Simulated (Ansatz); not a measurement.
The start is a generated cell, Cd placed in the AFLOW prototype A_hR2_166_c (A7, as in As). The structure is fully relaxed (lattice and positions, P = 0) with r2SCAN (plane waves to 500 eV, PAW, scalar-relativistic; Ansatz, a program for electronic structure). The first steps use a coarse 10×10×10 k-mesh.

Starting cell:
```
Cd
1.0
    1.88789     1.08998     3.50087
   -1.88789     1.08998     3.50087
    0.00000    -2.17995     3.50087
Cd
2
Direct
  0.22754   0.22754   0.22754
  0.77246   0.77246   0.77246
```

What pressure does the first self-consistent step give?

+17.2 GPa (positive: the cell is compressed).

Which atoms feel the largest initial force, and how large is it?

2.79 eV/Å, on Cd1, Cd2 (atoms numbered as listed).

By how much does the energy per atom fall from start to end?

0.55 eV/atom.

How do the shortest distances between atoms change?

The closest pairs of elements (up to four, under 3.6 Å), start → end: Cd–Cd 2.53 → 3.04 Å.

What band gap does the relaxed structure have at this level?

No gap (metallic).

Write out the relaxed structure.


Space group R-3m, hexagonal axes (No. 166); a = b = 3.255 Å, c = 7.162 Å, α = β = 90.00°, γ = 120.00°

```csv
atom,site,symmetry,x,y,z
Cd,3b,-3m,0.0000,0.0000,0.5000
```
(The calculation used a cell of 1 atom; values per cell refer to that cell.)

The space group stays R-3m (No. 166) (the run could not lower it), with 1 atom in the primitive cell. Final values are on a 18×18×18 k-mesh of the relaxed cell. No spin polarisation in the result.

The run could not lose the symmetry of its start: the end is stationary, and may be a saddle point rather than a minimum.

The relaxed structure here is a generated cell of Cd: the first start was made by placing the elements on the sites of a structure type, and the end was not matched to a known phase here, so it may be hypothetical. Known forms of Cd include space group No. 194.
